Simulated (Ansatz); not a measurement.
Level: r2SCAN, no spin polarisation; 500 eV; 6×6×6 Γ-centred mesh; cold occupations (width 0.0124 eV); Ansatz 0.2.0, fixed geometry.

Computed maps in the lattice plane spanned by a (left to right, 4.55 Å, 14 points from zero) and c (bottom to top, 4.53 Å, 14 points from zero), 90° apart, at height 0.795 along b. The fields are smooth PAW ones with compensation charges, not the true ones near nuclei.

Valence density. Digits on a logarithmic scale: 0 up to 0.03 e/Å³, each further digit a factor of 1.6, 9 from 1.3 e/Å³ up:
```
99997589999767
89876468998556
66664335665335
56654223332234
89985322222235
99997422222247
99998422222248
99997422222247
89985322222235
56654223332234
66664335665335
89876468998556
99997589999767
99997689999868
```

ELF. Ten even steps from '0' (0.04) to '9' (0.86):
```
96698069999418
99997028998118
44444002541014
01100000000000
89972001221002
99997004663008
98898104764019
99997004663008
89972001221002
01100000000000
44444002541014
99997028998118
96698069999418
80188179889618
```

**Question.** The cell is Ca7Co3N2. Which atoms lie within 0.2 Å of this plane, and where (fractions of a and c)?

**Answer.** N at (0.10, 0.00), Ca at (0.60, 0.00), Ca at (0.10, 0.50). The whole cell:
```xyz
12
Lattice="4.5524 0.0000 0.0000 2.2762 -11.5020 0.0000 0.0000 0.0000 -4.5338" Properties=species:S:1:pos:R:3 pbc="T T T"
Ca    0.0000    0.0000    0.0000
N     2.2762   -9.1395    0.0000
N     4.5524   -2.3625    0.0000
Ca    2.2762   -2.2995    0.0000
Ca    4.5524   -9.2025    0.0000
Ca    2.2762   -6.9426    0.0000
Ca    4.5524   -4.5594    0.0000
Co    2.2762   -4.7579   -2.2669
Co    4.5524   -6.7441   -2.2669
Co    2.2762    0.0000   -2.2669
Ca    2.2762   -9.2062   -2.2669
Ca    4.5524   -2.2958   -2.2669
```

Origin: a known structure type with other elements, at an estimated volume, so it need not be a known compound. Caveats: no spin polarisation, so a magnetic state may lie lower.
